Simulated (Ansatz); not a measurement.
An element in the diamond structure gives these cold pressures by all-electron LAPW under PBEsol (Ansatz 0.2.0, scalar-relativistic, no spin polarisation).

```tsv
V (Å³/atom)	P (GPa)
35.00	0.00
33.25	2.40
29.75	9.93
26.25	23.8
22.75	50.0
19.25	101.8
15.75	214.3
14.00	320.2
```

Problem. Which element is it?

Solution. Sn. Its zero-pressure volume in this structure is near 35.0 Å³/atom; the volume and the steepness of P(V) together point to it, though neighbours can come close. Neighbours weren't tried against these numbers.
